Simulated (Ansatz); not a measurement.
Relaxed Zr (hcp, Mg type):

```
CELL_PARAMETERS angstrom
      3.18422     0.00000     0.00000
     -1.59211     2.75761     0.00000
      0.00000     0.00000     5.11671
ATOMIC_POSITIONS crystal
  Zr 0.33333 0.66667 0.75000
  Zr 0.66667 0.33333 0.25000
```

These are PBEsol (plane waves to 420 eV, PAW, scalar-relativistic; Ansatz, an electronic-structure program) values and carry that method's errors. k mesh 14×14×8 (Γ-centred), Fermi-Dirac smearing 0.05 eV. With partly filled bands, energies and forces of such displacements shift with the k mesh and the smearing. Zr is run without spin polarisation. Zr was relaxed with its symmetry unable to fall.

One atom of the cell was then moved (with its periodic images), all else fixed, and the forces (eV/Å) came out as:

```json
[
 {"atom": "Zr1", "Fx": "-0.019", "Fy": "0.011", "Fz": "-3.650"},
 {"atom": "Zr2", "Fx": "0.019", "Fy": "-0.011", "Fz": "3.650"}
]
```

With two atoms only their relative shift counts; take Zr2 as fixed.

**Question.** Which atom was moved, and by which vector (Å)?

**Answer.** Zr1, by (-0.32, 0.18, 0.51), 0.63 Å in all.

(For displaced atoms, the force is minus the slope of the energy, and its curvature is a force constant, which sets phonon frequencies.)
